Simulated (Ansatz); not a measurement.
The relaxed structure here is a generated cell of WC: the first start was made by a random draw of sites in a space group, and the end was not matched to a known phase here, so it may be hypothetical. Known forms of WC include space group No. 187.

One starting cell of WC (a randomly generated symmetric cell of WC (space group No. 164)) was relaxed twice with Ansatz (plane waves, PAW, scalar-relativistic): with r2SCAN at 500 eV and with PBE at 420 eV. The r2SCAN result:

```
CELL_PARAMETERS angstrom
      2.92870     0.00000     0.00000
     -1.46435     2.53633     0.00000
      0.00000     0.00000     5.50847
ATOMIC_POSITIONS crystal
  C  0.00000 0.00000 0.50000
  C  0.00000 0.00000 0.00000
  W  0.33333 0.66667 0.75000
  W  0.66667 0.33333 0.25000
```

```json
[
 {"quantity": "space group", "r2SCAN": "P6₃/mmc", "PBE": "P6₃/mmc"},
 {"quantity": "volume (Å³/atom)", "r2SCAN": "10.23", "PBE": "?"},
 {"quantity": "a (Å)", "r2SCAN": "2.929", "PBE": "?"},
 {"quantity": "c (Å)", "r2SCAN": "5.508", "PBE": "?"},
 {"quantity": "gap (eV, no spin-orbit coupling)", "r2SCAN": "0.00", "PBE": "?"}
]
```

Question: What does PBE give for the same quantities?

Answer: 
- volume (Å³/atom), PBE: 10.34
- a (Å), PBE: 2.944
- c (Å), PBE: 5.511
- gap (eV, no spin-orbit coupling), PBE: 0.00

Both levels end in the same structure; PBE's volume is 1.1 % larger. Neither column is exact.

No spin polarisation in the result.

The run could not lose the symmetry of its start, so the end can be a saddle point.

Ansatz is an electronic-structure program.
